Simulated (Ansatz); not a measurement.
**Computed properties of Cs**

Cs:
```
Cs
1.0
    0.00000     3.78486     3.78486
    3.78486     0.00000     3.78486
    3.78486     3.78486     0.00000
Cs
1
Direct
  0.00000   0.00000   0.00000
```

Space group Fm-3m (No. 225), fcc (Cu type); conventional cell a = b = c = 7.570 Å, α = β = γ = 90.00°.

Method: PBEsol in the plane-wave PAW code Ansatz. Geometry: relaxed at this level of theory. Other levels are named where they apply.

Cell and energy:

```json
{
 "volume_per_atom": "108.44 Å³",
 "density": "2.04 g/cm³"
}
```

Electronic structure:

```json
{
  "electronic_character": "metallic (no gap)",
  "Density of states at the Fermi level": "1.3 states/eV per atom (mean over ±0.08 eV)",
  "Gap with spin–orbit coupling": "none (metallic)"
}
```

Mechanics:

```json
{
  "Bulk modulus (Birch–Murnaghan fit)": "21 kbar",
  "Pressure derivative B′": "3.4",
  "Elastic constants (relaxed ions, GPa)": "C11 = 2.4, C12 = 1.9, C44 = 1.6",
  "mechanical_stability": "stable (all eigenvalues of C positive)",
  "hill_bulk_and_shear_moduli": "2.1 and 0.8 GPa",
  "Young's modulus": "2.0 GPa",
  "Poisson's ratio": "0.34",
  "debye_temperature_from_the_elastic_constants": "42.7 K"
}
```

The workflow started from a Materials Project entry (that database holds measured and hypothetical structures alike); the Crystallography Open Database files this formula in space group No. 225, but the cells were not matched. It is not the phase usual at ambient conditions (space group No. 229). Symmetry was held in the PBEsol relaxation; whether a distortion lowers the energy is not shown. As this level gives no gap, shear constants depend on the k-mesh and smearing (Fermi–Dirac, 0.1 eV here). Scalar-relativistic: spin–orbit coupling is off unless named, which matters more the heavier the elements.

Potentials: the later of the program's two PAW sets.
